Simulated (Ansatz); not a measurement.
## Cs$_{2}$YLuBr$_{6}$: reading a single point

```
Lu Br Y Cs
1.0
     0.00000    5.75335    5.75335
     5.75335    0.00000    5.75335
     5.75335    5.75335    0.00000
Lu Br Y Cs
1 6 1 2
Direct
  0.50000 0.50000 0.50000
  0.75540 0.24460 0.24460
  0.24460 0.75540 0.24460
  0.24460 0.75540 0.75540
  0.75540 0.24460 0.75540
  0.24460 0.24460 0.75540
  0.75540 0.75540 0.24460
  0.00000 0.00000 0.00000
  0.25000 0.25000 0.25000
  0.75000 0.75000 0.75000
```

Single point in Ansatz 0.2.0 with r2SCAN, no spin polarisation. Cutoff 500 eV, PAW datasets, 5×5×5 Γ-centred k mesh, fermi-dirac filling (width 0.0755 eV).

**Charges.** Bader charges in e: Cs +0.87, Y +1.72, Lu +1.70, Br -0.86. In the mean Y gives up most and Br takes most.
**Stress.** The pressure is -2.0 GPa (compression positive), so with the atoms held at these fractions the cell would first shrink; the forces are large, so a full relaxation may end otherwise.
**Forces.** The largest is on Br2 (and as large on other atoms): 0.81 eV/Å, components (0.81, 0.00, 0.00). It makes 180° with the line to a nearest neighbour, Y8 at 2.81 Å, pointing away from it.
**Electronic structure.** It is a metal, with about 5.9 states/eV a cell as the mean within 0.25 eV of the Fermi level, mostly Lu d (43 %) and Y d (40 %).

Origin: a known structure type with other elements, at an estimated volume, so it need not be a known compound. Caveats: many states at the Fermi level without spin polarisation, so a magnetic state may lie lower.
